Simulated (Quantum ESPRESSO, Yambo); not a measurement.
# Quasiparticle gap of NaI

```
NaI
1.0
    0.00000     3.20033     3.20033
    3.20033     0.00000     3.20033
    3.20033     3.20033     0.00000
Na I
1 1
Cartesian
  0.00000   0.00000   0.00000
  3.20033   3.20033   3.20033
```

Cell and atoms were relaxed with PBEsol from Materials Project entry mp-23268, within its symmetry.

Starting point: norm-conserving PBEsol (Quantum ESPRESSO, 88 Ry, with spin-orbit coupling). G0W0 in Yambo: 4×4×4 Γ-centred k mesh, bands 3 to 180 and a 7 Ry block in the screening, 180 bands in G with the Bruneval-Gonze terminator, plasmon pole fitted at 27.2 eV.

```yaml
PBEsol gap along the band path: 3.25 eV
PBEsol gap between the mesh's edge points (Γ → Γ): 3.25 eV
G0W0 gap between the same points: 5.25 eV
```

```
k point  band  E PBEsol (eV)  E QP (eV)  shift (eV)     Z
-------  ----  -------------  ---------  ----------  ----
Γ        VB−2           0.00      -1.38       -1.38  0.81
Γ        VB−1           0.00      -1.38       -1.38  0.81
Γ          VB           0.00      -1.38       -1.38  0.81
Γ          CB           3.25       3.87        0.63  0.84
Γ        CB+1           3.25       3.87        0.63  0.84
L          VB          -0.33      -1.75       -1.42  0.81
L          CB           4.61       5.21        0.60  0.84
X          VB          -0.86      -2.34       -1.48  0.81
X          CB           4.12       4.79        0.67  0.84
W          VB          -1.21      -2.69       -1.48  0.81
W          CB           5.52       6.24        0.73  0.83
```

Energies count from the PBEsol valence-band maximum.

Nearest settings tried, and what they do to the gap: 64 bands in G: -11 meV; 3 Ry block (59 vectors against 169): -195 meV; 2×2×2 mesh: -125 meV. Not varied: bands in W. So the settings aren't converged at that level.
